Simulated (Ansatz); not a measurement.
Mn3RhN:
```cif
data_Mn3NRh
_chemical_formula_sum 'Rh1 Mn3 N1'
_space_group_name_H-M_alt 'Pm-3m'
_space_group_IT_number 221
_space_group_name_Hall '-P 4 2 3'
_cell_length_a 3.70561
_cell_length_b 3.70561
_cell_length_c 3.70561
_cell_angle_alpha 90.000
_cell_angle_beta 90.000
_cell_angle_gamma 90.000
loop_
_atom_site_label
_atom_site_type_symbol
_atom_site_symmetry_multiplicity
_atom_site_Wyckoff_symbol
_atom_site_fract_x
_atom_site_fract_y
_atom_site_fract_z
_atom_site_occupancy
Rh1 Rh 1 a 0.00000 0.00000 0.00000 1
Mn1 Mn 3 c 0.00000 0.50000 0.50000 1
N1 N 1 b 0.50000 0.50000 0.50000 1
```

Relaxed with PBEsol.

Task: Tabulate the valence density and the electron localisation function along the shortest Mn–N contact (1.85 Å), PBEsol (plane waves, PAW; program Ansatz).

Result: 

```csv
distance from Mn (Å),density (e/Å³),ELF
0.19,23.13,0.88
0.28,18.04,0.84
0.37,12.80,0.77
0.46,8.27,0.67
0.56,4.95,0.54
0.65,2.82,0.39
0.74,1.64,0.26
0.83,1.09,0.20
0.93,0.92,0.26
1.02,0.97,0.43
1.11,1.17,0.63
1.20,1.52,0.77
1.30,2.01,0.78
1.39,2.61,0.72
1.48,3.18,0.58
1.57,3.54,0.35
1.67,3.66,0.15
```

The density is the valence pseudo-density with augmentation charge, so density and ELF within about 1 Å of a nucleus are not all-electron values.

The workflow started from an entry of the Crystallography Open Database (COD). Its standing as an ambient phase is unchecked. The PBEsol relaxation kept the symmetry of its start; its stability against distortions is not shown here. The workflow began spin-polarised and lost its moments. The volume moved by -17 % from the start of the relaxation. The volume fell by over 15 % from the filed cell, which may lack light atoms or belong to other conditions.

Potentials: the later of the program's two PAW sets.
